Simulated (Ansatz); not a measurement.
MoRh in space group P-6m2 (No. 187; Mo on 1b, Rh on 1c) at seven volumes, the program Ansatz at the LDA level (PAW), shape and atoms relaxed at each. One row is withheld.

| V (Å³/atom) | P (GPa) |
|---|---|
| 12.771 | ? |
| 13.192 | 21.74 |
| 13.613 | 9.97 |
| 14.034 | 0.00 |
| 14.455 | -8.45 |
| 14.876 | -15.58 |
| 15.297 | -21.59 |

### Question
Fit the shown pressures and predict the withheld one.

### Answer
Third-order Birch–Murnaghan: P = (3/2)B₀(x^(7/2) − x^(5/2))[1 + (3/4)(B′ − 4)(x − 1)] with x = (V₀/V)^(2/3). Least squares on the six rows gives V₀ = 14.034 Å³/atom, B₀ = 305.1 GPa, B′ = 4.58. At V = 12.771, x = 1.0649 and P = 35.73 GPa. The run itself gave 35.62 GPa.

The first step of the workflow began from a Materials Project structure, measured or hypothetical; the Crystallography Open Database copy checked does not list it. With Mo and Rh taken as one species the cell has the higher symmetry P6_3/mmc, so it may be an ordered model of a mixed-site phase. Its standing as an ambient phase is unchecked. The cell was relaxed with LDA under the symmetry of its start; whether a distortion lowers the energy is not shown. The run is not spin-polarised.

Potentials: the later of the program's two PAW sets.
